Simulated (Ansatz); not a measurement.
The end of the path is a generated cell of AlPd: the first start was made by placing the elements on the sites of a structure type, and the end was not matched to a known phase here, so it may be hypothetical.

A geometry of AlPd away from equilibrium: step 20 of the relaxation of a generated cell, AlPd built in the AFLOW prototype AB_hR6_160_3a_3a (as in SiC). The numbers are results of PBEsol (plane waves to 420 eV, PAW, scalar-relativistic; Ansatz, a program for electronic structure), not measurements. Γ-centred k-mesh 11×11×11 on the run's cell (coarser than for final values), Fermi–Dirac smearing 0.05 eV.

```yaml
crystal:
  lattice:
    - [2.00887, 1.15982, 6.94548]
    - [-2.00887, 1.15982, 6.94548]
    - [0.00000, -2.31964, 6.94548]
  atoms:
    - { symbol: Pd, position: [0.97734, 0.97734, 0.97734] }
    - { symbol: Pd, position: [0.23006, 0.23006, 0.23006] }
    - { symbol: Pd, position: [0.72756, 0.72756, 0.72756] }
    - { symbol: Al, position: [0.11023, 0.11023, 0.11023] }
    - { symbol: Al, position: [0.35210, 0.35210, 0.35210] }
    - { symbol: Al, position: [0.85271, 0.85271, 0.85271] }
```

Q: Which atoms carry the largest force, and which way does it point?

A: 0.01 eV/Å, on Pd1, Pd2 (atoms numbered as listed); on Pd1 its components are (0.00, 0.00, 0.01).

Q: What is the pressure?

A: +2.6 GPa, compression positive.

No spin polarisation in the result.

The run could not lose the symmetry of its start: the end is stationary, and may be a saddle point rather than a minimum.
